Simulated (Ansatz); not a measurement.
Ansatz (an electronic-structure program) input:

Ansatz 0.2 input:
```yaml
crystal:
  lattice:
    - [4.8326481581, 0.0, 0.0]
    - [0.0, 4.8326481581, 0.0]
    - [0.0, 0.0, 4.8326481581]
  atoms:
    - { symbol: Mo, position: [0.25, 0.0, 0.5] }
    - { symbol: Mo, position: [0.5, 0.75, 0.0] }
    - { symbol: Mo, position: [0.75, 0.0, 0.5] }
    - { symbol: Mo, position: [0.5, 0.25, 0.0] }
    - { symbol: Mo, position: [0.0, 0.5, 0.75] }
    - { symbol: Mo, position: [0.0, 0.5, 0.25] }
    - { symbol: Si, position: [0.0, 0.0, 0.0] }
    - { symbol: Si, position: [0.5, 0.5, 0.5] }
kpoints:
  mp_grid: { grid: [18, 18, 18] }
hamiltonian:
  xc: lda
  pseudopotentials: { kind: paw }
scf:
  occupations: { method: fermi_dirac, width: 0.1 }
elastic: { mode: relaxed_ion, stencil: two_point, amplitude: 0.005, f_tol: 0.0005 }
```

Output (shortened):

```
Pseudopotential: Mo, paw, valence charge 14
Pseudopotential: Si, paw, valence charge 4
Functional definition: SPW92
Crystal: 8 atoms, lattice volume = 112.864 Å³
Basis set: ecut = 420 eV, 2205 PW (Γ)
Bands: 56, of which v1, the nominal top of the filled ones, is band 46 counted from 1 (45 counted from 0)
Symmetry: 48 space group operations
Space group: Pm-3n (ITA 223), of the structure as read, at distance tolerance 4.8e-5 Å
k-points: 220 of 5832
the search or the solves at the SCF's close seem to have found levels that the self-consistency loop had missed (the run counts 1) …
SCF 1 converged in 9 iterations: F = -30277.469690 eV  dr2 = 4.09e-14
Crystal: 8 atoms, lattice volume = 112.300 Å³
Basis set: ecut = 420 eV, 2157 PW (Γ)
Symmetry: 16 space group operations
k-points: 550 of 5832
SCF 2 converged in 10 iterations: F = -30277.464241 eV  dr2 = 4.23e-15
relax step   1: F+E_penalty+E_count = -30277.46424139 eV  Δ(F+E_penalty+E_count) = +0.000e0 eV  max|allowed force component| = 2.890e-3 eV/Å  Δτ_max = 0.0000 Å  (10 SCF iters, accepted)
Crystal: 8 atoms, lattice volume = 112.300 Å³
SCF 3 converged in 10 iterations: F = -30277.464242 eV  dr2 = 0.0
relax step   2: F+E_penalty+E_count = -30277.46424187 eV  Δ(F+E_penalty+E_count) = -4.821e-7 eV  max|allowed force component| = 2.784e-4 eV/Å  Δτ_max = 0.0001 Å  (10 SCF iters, accepted)
Crystal: 8 atoms, lattice volume = 112.300 Å³
SCF 4 converged in 6 iterations: F = -30277.464242 eV  dr2 = 0.0
Crystal: 8 atoms, lattice volume = 113.428 Å³
SCF 5 converged in 10 iterations: F = -30277.465980 eV  dr2 = 3.67e-15
relax step   1: F+E_penalty+E_count = -30277.46598044 eV  Δ(F+E_penalty+E_count) = +0.000e0 eV  max|allowed force component| = 3.169e-3 eV/Å  Δτ_max = 0.0000 Å  (10 SCF iters, accepted)
Crystal: 8 atoms, lattice volume = 113.428 Å³
SCF 6 converged in 10 iterations: F = -30277.465981 eV  dr2 = 0.0
relax step   2: F+E_penalty+E_count = -30277.46598104 eV  Δ(F+E_penalty+E_count) = -6.014e-7 eV  max|allowed force component| = 8.843e-5 eV/Å  Δτ_max = 0.0001 Å  (10 SCF iters, accepted)
Crystal: 8 atoms, lattice volume = 113.428 Å³
SCF 7 converged in 6 iterations: F = -30277.465981 eV  dr2 = 0.0
Crystal: 8 atoms, lattice volume = 112.863 Å³
Basis set: ecut = 420 eV, 2193 PW (Γ)
Symmetry: 8 space group operations
k-points: 910 of 5832
SCF 8 converged in 9 iterations: F = -30277.468609 eV  dr2 = 1.58e-14
relax step   1: F+E_penalty+E_count = -30277.46860853 eV  Δ(F+E_penalty+E_count) = +0.000e0 eV  max|allowed force component| = 8.702e-3 eV/Å  Δτ_max = 0.0000 Å  (9 SCF iters, accepted)
Crystal: 8 atoms, lattice volume = 112.863 Å³
SCF 9 converged in 7 iterations: F = -30277.468612 eV  dr2 = 2.79e-15
relax step   2: F+E_penalty+E_count = -30277.46861209 eV  Δ(F+E_penalty+E_count) = -3.563e-6 eV  max|allowed force component| = 6.760e-3 eV/Å  Δτ_max = 0.0009 Å  (7 SCF iters, accepted)
Crystal: 8 atoms, lattice volume = 112.863 Å³
SCF 10 converged in 10 iterations: F = -30277.468618 eV  dr2 = 0.0
relax step   3: F+E_penalty+E_count = -30277.46861752 eV  Δ(F+E_penalty+E_count) = -5.423e-6 eV  max|allowed force component| = 9.584e-6 eV/Å  Δτ_max = 0.0004 Å  (10 SCF iters, accepted)
Crystal: 8 atoms, lattice volume = 112.863 Å³
SCF 11 converged in 6 iterations: F = -30277.468618 eV  dr2 = 0.0
Crystal: 8 atoms, lattice volume = 112.863 Å³
SCF 12 converged in 9 iterations: F = -30277.468609 eV  dr2 = 1.57e-14
relax step   1: F+E_penalty+E_count = -30277.46860853 eV  Δ(F+E_penalty+E_count) = +0.000e0 eV  max|allowed force component| = 8.702e-3 eV/Å  Δτ_max = 0.0000 Å  (9 SCF iters, accepted)
Crystal: 8 atoms, lattice volume = 112.863 Å³
SCF 13 converged in 6 iterations: F = -30277.468618 eV  dr2 = 5.06e-14
relax step   2: F+E_penalty+E_count = -30277.46861752 eV  Δ(F+E_penalty+E_count) = -8.987e-6 eV  max|allowed force component| = 2.307e-6 eV/Å  Δτ_max = 0.0005 Å  (6 SCF iters, accepted)
Crystal: 8 atoms, lattice volume = 112.863 Å³
SCF 14 converged in 6 iterations: F = -30277.468618 eV  dr2 = 0.0
SCF converged after 9 iterations
Free energy (F): -30277.469690 eV
Harris-Foulkes:  -30277.469690 eV  (|F-HF|=7.28e-12)
Internal energy: -30277.350436 eV  (E = F + TS)
E sigma→0 (E₀):  -30277.410063 eV
Entropy (-TS):   -0.119253 eV (-14.907 meV/atom)
Fermi energy:    20.266109 eV
--- Per-component energies (eV) ---
  E_band       = -295.455607
  E_kinetic    = 2758.710838
  E_local      = -5407.560262  (includes V_loc(G=0)·N_el)
  E_nonlocal   = 942.743622
  E_hartree    = 1892.828011
  E_xc         = -1214.950169
  E_vxc        = -1480.553731  (∫ρ·V_xc dr)
  E_paw        = -19511.826450  (= ΣΔE_a)
  E_vpaw       = -894.452315  (= ΣTr[D̂ρ^β])
  E_aug_tail   = 0.000223  (compensation charges beyond the density's cutoff)
  E_ewald      = -9740.301810
  E_core_change = 3.005559  (= ΣΔE_core)
  E_smearing   = -0.119253  (= −TS)
  E_closure    =  0.000000  (closes the sum)
  Σ components = -30277.469690   (vs F -30277.469690, Δ=0.00e0)
--- Forces (eV/Å), atoms counted from 1 ---
  atom   1  Mo     0.00000000     0.00000000     0.00000000
  atom   2  Mo     0.00000000     0.00000000     0.00000000
  atom   3  Mo     0.00000000     0.00000000     0.00000000
  atom   4  Mo     0.00000000     0.00000000     0.00000000
  atom   5  Mo     0.00000000     0.00000000     0.00000000
  atom   6  Mo     0.00000000     0.00000000     0.00000000
  atom   7  Si     0.00000000     0.00000000     0.00000000
  atom   8  Si     0.00000000     0.00000000     0.00000000
  max |Σ_I F_I| component: 1.50e-17 eV/Å
--- Stress (GPa, compression-positive) ---
        0.228155       0.000000       0.000000
        0.000000       0.228155       0.000000
        0.000000       0.000000       0.228155
  P = ⅓ Tr σ = 0.2282 GPa (2.282 kbar)
--- Band table (eV; the first three rows and the last of 220) ---
  k-point 0: bands = ["-40.8823", "-40.7468", "-40.7468", "-40.3733", "-40.3733", "-40.3733", "-16.2979", "-16.2979", "-16.0696", "-15.2051", "-15.2051", "-15.2051", "-14.6445", "-14.6445", "-14.6445", "-14.6086", "-14.6086", "-14.6086", "-14.4662", …
  k-point 1: bands = ["-40.8806", "-40.7476", "-40.7447", "-40.3766", "-40.3733", "-40.3733", "-16.2973", "-16.2870", "-16.0649", "-15.2045", "-15.2045", "-15.1998", "-14.6571", "-14.6571", "-14.6432", "-14.6128", "-14.5949", "-14.5949", "-14.4679", …
  k-point 2: bands = ["-40.8757", "-40.7499", "-40.7385", "-40.3861", "-40.3733", "-40.3733", "-16.2954", "-16.2592", "-16.0462", "-15.2029", "-15.2029", "-15.1842", "-14.6772", "-14.6772", "-14.6392", "-14.6253", "-14.5717", "-14.5717", "-14.4727", …
  k-point 219: bands = ["-40.5870", "-40.5870", "-40.5870", "-40.5870", "-40.5870", "-40.5870", "-15.1021", "-15.1021", "-15.0928", "-15.0928", "-15.0928", "-15.0928", "-15.0928", "-15.0928", "-14.6464", "-14.6464", "-14.6464", "-14.6464", "-14.6464", …
--- Elastic constants: 2 strain directions × 2 members + reference (group order 48) ---
  dense FFT box of the reference and of every strained cell: 36×36×36
  strains applied: 11, 23; error gains: componentwise 1.00 (the most a stress slope's error grows in a printed constant), spectral 1.73 (1 for all six strains …
  C = ∂σ_k/∂η_j (tension-positive GPa; Voigt order 11 22 33 23 13 12):
       519.987    158.950    158.950      0.000      0.000      0.000
       158.950    519.987    158.950      0.000      0.000      0.000
       158.950    158.950    519.987      0.000      0.000      0.000
         0.000      0.000      0.000    121.717      0.000      0.000
         0.000      0.000      0.000      0.000    121.717      0.000
         0.000      0.000      0.000      0.000      0.000    121.717
  reference stress σ⁰ (GPa):     -0.228     -0.228     -0.228      0.000      0.000      0.000
  moduli (Voigt/Reuss/Hill, GPa): K = 279.30/279.30/279.30   G = 145.24/139.95/142.59   E = 365.57   ν = 0.282
  mechanically stable: yes (min eigenvalue of sym C = 121.72 GPa)
  strain η (Voigt 11):  stress-route row diagonal C_11 = 519.99 GPa, energy-path curvature d²(F+E_count+ΔE)/dδ²/Ω₀ = 519.95 GPa
         δ    σ_11 (GPa)             F (eV)   n_scf  n_hpsi   n_pw
    -5.000e-3      -2.8848      -30277.4642419       6  344415   2256   relax 2 steps, max|allowed force component| 2.78e-4 eV/Å
     5.000e-3       2.3151      -30277.4659810       6  344528   2272   relax 2 steps, max|allowed force component| 8.84e-5 eV/Å
  strain η (Voigt 23):  stress-route row diagonal C_44 = 121.72 GPa, energy-path curvature d²(F+E_count+ΔE)/dδ²/Ω₀ = 121.86 GPa
         δ    σ_23 (GPa)             F (eV)   n_scf  n_hpsi   n_pw
    -5.000e-3      -0.6086      -30277.4686175       6  569824   2272   relax 3 steps, max|allowed force component| 9.58e-6 eV/Å
     5.000e-3       0.6086      -30277.4686175       6  569794   2272   relax 2 steps, max|allowed force component| 2.31e-6 eV/Å
```

Cost: very roughly 50 core-minutes on shared cores.

The LDA relaxation kept the symmetry of its start; of distortions, only those at the zone centre were tested. The run is not spin-polarised. As this level gives no gap, shear constants depend on the k-mesh and smearing (Fermi–Dirac, 0.1 eV here). Spin–orbit coupling is left out wherever it is not named.

Potentials: the later of the program's two PAW sets.

Ansatz is a plane-wave DFT program.
